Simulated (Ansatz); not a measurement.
PbF2 (started from an entry of an open crystallographic database), relaxed with r2SCAN+rVV10, was run in Ansatz 0.2.0 under altered settings. All numbers are computed, without spin polarisation but where a row says otherwise.

```yaml
crystal:
  lattice:
    - [0.00000, 2.94581, 2.94581]
    - [2.94581, 0.00000, 2.94581]
    - [2.94581, 2.94581, 0.00000]
  atoms:
    - { symbol: Pb, position: [0.00000, 0.00000, 0.00000] }
    - { symbol: F, position: [0.25000, 0.25000, 0.25000] }
    - { symbol: F, position: [0.75000, 0.75000, 0.75000] }
```

The base run's other keys:
```yaml
kpoints:
  mp_grid: { grid: [4, 4, 4] }
hamiltonian:
  xc: hse06
scf:
  occupations: { method: fixed }
  n_extra_bands: 4
```

It takes 13 iterations with 965 plane waves at 420 eV and 8 k points, and leaves a mean stress of +2.38 GPa. The gap over this mesh is 5.714 eV.

Outcomes, with energy and stress as changes against the base:
```csv
setting,outcome,ΔF (meV/atom),Δ mean stress (GPa),gap on the mesh (eV),iterations
"PBE hybrid, exx coeff 0.75, omega 0.1 1/Å",converged,–,-2.9,9.423,19
"PBE hybrid, exx coeff 0.4, omega 0.1 1/Å",converged,–,-1.0,7.071,17
"PBE hybrid, exx coeff 0.75, omega 0.3 1/Å",converged,–,-2.7,7.614,19
basis.ecutwfc: 200,"converged, warned",+8802,-9.7,5.957,13
scf.mixing.beta: 0.05,converged,0.0,0.0,5.714,13
```
A dash marks a value that wasn't obtained or can't be compared. Stress is positive in compression.

- PBE hybrid, exx coeff 0.75, omega 0.1 1/Å. That is 75 % exact exchange, screened with ω = 0.1 1/Å, against HSE06's 25 % screened at 0.208 1/Å. The mean stress moves by -2.9 GPa and the gap on the mesh by +3.709 eV (to 9.423). Totals of different functionals aren't comparable. The program warns that on this mesh the truncation of the exchange isn't bounded, so part of the change can be an error of the mesh.
- PBE hybrid, exx coeff 0.4, omega 0.1 1/Å. That is 40 % exact exchange, screened with ω = 0.1 1/Å, against HSE06's 25 % screened at 0.208 1/Å. The mean stress moves by -1.0 GPa and the gap on the mesh by +1.358 eV (to 7.071). Totals of different functionals aren't comparable. The program warns that on this mesh the truncation of the exchange isn't bounded, so part of the change can be an error of the mesh.
- PBE hybrid, exx coeff 0.75, omega 0.3 1/Å. That is 75 % exact exchange, screened with ω = 0.3 1/Å, against HSE06's 25 % screened at 0.208 1/Å. The mean stress moves by -2.7 GPa and the gap on the mesh by +1.900 eV (to 7.614). Totals of different functionals aren't comparable.
- basis.ecutwfc: 200. 331 plane waves in place of 965. The free energy moves by +8802 meV an atom, the mean stress by -9.7 GPa and the gap on the mesh by +0.244 eV (to 5.957). The basis is too small: these are errors of the cutoff. Warned: cutoff below recommended.

Within 1 meV an atom, 0.1 GPa and 0.005 eV of the base stay: scf.mixing.beta: 0.05.

Spin-orbit coupling is left out, which matters wherever the heavy atoms make up the band edges.

The program warns that its thresholds are loose for a hybrid's stress.

The meshes of the hybrids are coarse, so their gaps aren't converged to the digits shown.
